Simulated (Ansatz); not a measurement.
Input:

BW:
Space group Fm-3m (No. 225); a = b = c = 4.452 Å, α = β = γ = 90.00°

```
atom  site  symmetry       x       y       z
----  ----  --------  ------  ------  ------
B       4a      m-3m  0.0000  0.0000  0.0000
W       4b      m-3m  0.5000  0.5000  0.5000
```
(The calculation used a cell of 2 atoms; values per cell refer to that cell.)

This is the r²SCAN-relaxed structure.

All from the program Ansatz at the r²SCAN level (PAW), unless another level is named. Estimate the electronic character.

metallic (no gap).

Give the formation energy from the elements (no fitted shifts).

-0.13 eV/atom.

Next, the density of states at the Fermi level?

0.48 states/eV per atom (mean over ±0.08 eV).

What about the gap with spin–orbit coupling?

none (metallic).

The start of the workflow was typed in or built on a structure type; neither database checked (COD, Materials Project) lists it. COD files the formula under space group No. 141. Its standing as an ambient phase is unchecked. The cell was relaxed with r²SCAN under the symmetry of its start; whether a distortion lowers the energy is not shown. No spin polarisation was allowed. The volume moved by -19 % from the start of the relaxation. The references are the lowest solids computed at this level, not always the standard phases. Spin–orbit coupling is left out wherever it is not named.

Potentials: the earlier of the program's two PAW sets.
